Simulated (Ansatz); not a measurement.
K2NaBiCl6 in space group Fm-3m (No. 225; K on 8c, Na on 4b, Bi on 4a, Cl on 24e) under volume change, plane-wave PAW LDA (Ansatz code), shape and atoms relaxed at each volume.

```csv
V (Å³/atom),E − E(relaxed) (meV/atom),P (GPa)
26.015,…,…
26.873,…,…
27.731,2.2,0.84
28.588,0.0,0.00
29.446,1.9,-0.69
30.304,7.2,-1.26
31.161,15.1,-1.72
```

Question: What belongs in the gaps?

Answer: 
- 26.015, E − E(relaxed) (meV/atom): 22.6
- 26.015, P (GPa): 3.11
- 26.873, E − E(relaxed) (meV/atom): 9.4
- 26.873, P (GPa): 1.86

Question: What does a third-order Birch–Murnaghan fit give for V₀, B₀ and B′?

Answer: V₀ = 28.59 Å³/atom, B₀ = 25.4 GPa, B′ = 5.6.

The first step of the workflow began from a Materials Project structure, measured or hypothetical; the Crystallography Open Database copy checked does not list it. Whether it is the stable phase at ambient conditions was not checked. Symmetry was held in the LDA relaxation. At this level the phase is dynamically unstable (imaginary phonons). Spin–orbit coupling is left out wherever it is not named.

Potentials: the later of the program's two PAW sets.
